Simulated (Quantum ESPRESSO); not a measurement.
## Kohn-Sham bands of AlSb (zinc blende)

```
CELL_PARAMETERS angstrom
      0.00000     3.09252     3.09252
      3.09252     0.00000     3.09252
      3.09252     3.09252     0.00000
ATOMIC_POSITIONS crystal
  Al 0.00000 0.00000 0.00000
  Sb 0.25000 0.25000 0.25000
```

Structure: Materials Project mp-2624, symmetrised, not relaxed again. COD (Crystallography Open Database) has an entry of this formula and space group (matched by these alone). Computed values, not measurements, from PBEsol: Quantum ESPRESSO (norm-conserving PseudoDojo potentials, cutoff 64 Ry, spinors with spin-orbit coupling) on a Γ-centred 8×8×8 mesh, then Wannier90. Density: 8×8×8 mesh, cold smearing 0.01 Ry.

Energies are relative to the valence-band maximum; weights are on the orthonormalised atomic waves of the pseudopotential files, averaged over the group. 18 electrons a cell are treated as valence.

Into which isolated groups do the bands fall, where do they lie and what are they made of?


```csv
bands,from (eV),to (eV),filling,weight on atomic waves
1–4,-29.10,-29.10,filled,Sb 4d 100 %
5–10,-27.87,-27.85,filled,Sb 4d 100 %
11–12,-10.84,-8.89,filled,"Sb 5s 62 %, Al 3p 23 %, Al 3s 12 %"
13–18,-5.66,0.00,filled,"Sb 5p 59 %, Al 3p 25 %, Al 3s 13 %"
```

The Kohn-Sham gap over both meshes and the path is 0.94 eV.
